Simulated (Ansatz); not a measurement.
Ge:
```cif
data_Ge12
_chemical_formula_sum 'Ge12'
_space_group_name_H-M_alt 'P43212'
_space_group_IT_number 96
_space_group_name_Hall 'P 4nw 2abw'
_cell_length_a 5.94947
_cell_length_b 5.94947
_cell_length_c 7.08022
_cell_angle_alpha 90.000
_cell_angle_beta 90.000
_cell_angle_gamma 90.000
loop_
_atom_site_label
_atom_site_type_symbol
_atom_site_symmetry_multiplicity
_atom_site_Wyckoff_symbol
_atom_site_fract_x
_atom_site_fract_y
_atom_site_fract_z
_atom_site_occupancy
Ge1 Ge 4 a 0.08416 0.08416 0.00000 1
Ge2 Ge 8 b 0.16936 0.37273 0.24440 1
```

Relaxed at zero pressure with plane-wave PAW r²SCAN (Ansatz code).

Task: The volume is lowered by 6 % and shape and atoms relax at that volume. What pressure results, and how do the axes share the change?

Result: 4.4 GPa; a -1.6 %, b -1.6 %, c -3.0 %; the energy rises by 16 meV/atom.

Task: Give the new structure.

Result: 
Space group P4₃2₁2 (No. 96); a = b = 5.8561 Å, c = 6.8694 Å, α = β = γ = 90.00°

```json
[
 {"atom": "Ge", "site": "4a", "symmetry": "..2", "x": "0.0874", "y": "0.0874", "z": "0.0000"},
 {"atom": "Ge", "site": "8b", "symmetry": "1", "x": "0.1720", "y": "0.3718", "z": "0.2530"}
]
```

The phase is kept; no other phase was compared at this pressure.

Space group P4_32_12. The first step of the workflow began from a Materials Project structure, measured or hypothetical; the Crystallography Open Database files this formula in space group No. 96, but the cells were not matched. It is not the phase usual at ambient conditions (space group No. 227). The cell was relaxed with r²SCAN under the symmetry of its start; its stability against distortions is not shown here.

Potentials: the earlier of the program's two PAW sets.
